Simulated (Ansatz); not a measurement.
Pt:
```yaml
crystal:
  lattice:
    - [0.00000, 1.96423, 1.96423]
    - [1.96423, 0.00000, 1.96423]
    - [1.96423, 1.96423, 0.00000]
  atoms:
    - { symbol: Pt, position: [0.00000, 0.00000, 0.00000] }
```

Relaxed with PBE+D3(BJ). Special points in fractions of this cell's reciprocal vectors: Γ (0.000, 0.000, 0.000); X (0.500, 0.000, 0.500); U (0.625, 0.250, 0.625); K (0.375, 0.375, 0.750); L (0.500, 0.500, 0.500); W (0.500, 0.250, 0.750).

**Question.** List the band energies nearest the Fermi level at these points for DFT-PBE+D3(BJ) in the program Ansatz with PAW potentials.

**Answer.** In eV from the Fermi level; about four levels below and three above (degenerate sets whole), none deeper than 8.9 eV; … stands for higher levels left out; points with the same levels are listed once.

| k | below | above |
|---|---|---|
| Γ | -3.77 -3.77 -3.77 -1.63 -1.63 | … |
| X | -7.04 -6.59 0.00 | 0.49 0.49 1.78 |
| U | -5.45 -2.85 -1.32 -0.17 | 5.73 … |
| L | -7.29 -3.84 -3.84 -0.47 | 0.04 0.04 … |
| W | -5.64 -4.53 -4.53 -2.00 | 0.49 7.09 … |

Space group Fm-3m (fcc (Cu type)). The PBE+D3(BJ) relaxation kept the symmetry of its start. No spin polarisation was allowed. The pairwise dispersion correction was not fitted to metals. Spin–orbit coupling is left out wherever it is not named.

Potentials: the later of the program's two PAW sets.
